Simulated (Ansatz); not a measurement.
**Sc$_{6}$Te$_{2}$Ru (P-62m): electronic heat capacity and spin susceptibility from the density of states**

Theory: DFT PBEsol, scalar-relativistic, plane waves, PAW in Ansatz.

Settings: cutoff 420 eV, Γ-centred mesh 6×6×10 on the computed 9-atom cell, Gaussian smearing of 0.10 eV; no spin polarisation.

Relaxed cell: P-62m, a = 7.664 Å, b = 7.664 Å, c = 3.767 Å, α = 90.00°, β = 90.00°, γ = 120.00°, 9 atoms in the primitive cell. Whether it is the stable form of this composition wasn't checked.

The density of states at the Fermi level is 8.380 states/eV in the cell of 9 atoms (1 formula unit; both spins, tetrahedra on a 9×9×15 mesh). Averaged over bins of 0.1 eV the density runs from 7.9 to 11.4 states/eV within 0.2 eV of the Fermi level, so the figure hangs on the exact place of that level.

**Question.** What Sommerfeld coefficient and Pauli susceptibility does this give?

**Answer.** Per formula unit N(E_F) = 8.380 states/eV. γ = (π²/3) k_B² N(E_F) N_A = 2.357 mJ/(mol K²) per state/eV, so γ = 19.8 mJ/(mol K²), a mole of formula units. χ_P = μ_B² N(E_F) N_A = 3.23×10⁻⁵ emu/mol per state/eV gives 27.1×10⁻⁵ emu/mol. This is the bare band result: a measured γ of the same phase is as a rule larger by a factor 1 + λ from phonons and spin fluctuations, the spin part of χ is larger by the Stoner factor, and a measured χ also holds orbital and core terms. N(E_F) at one energy is sensitive to the mesh where the density of states has sharp peaks.

Spin-orbit coupling is left out, which matters for the bands of heavy elements.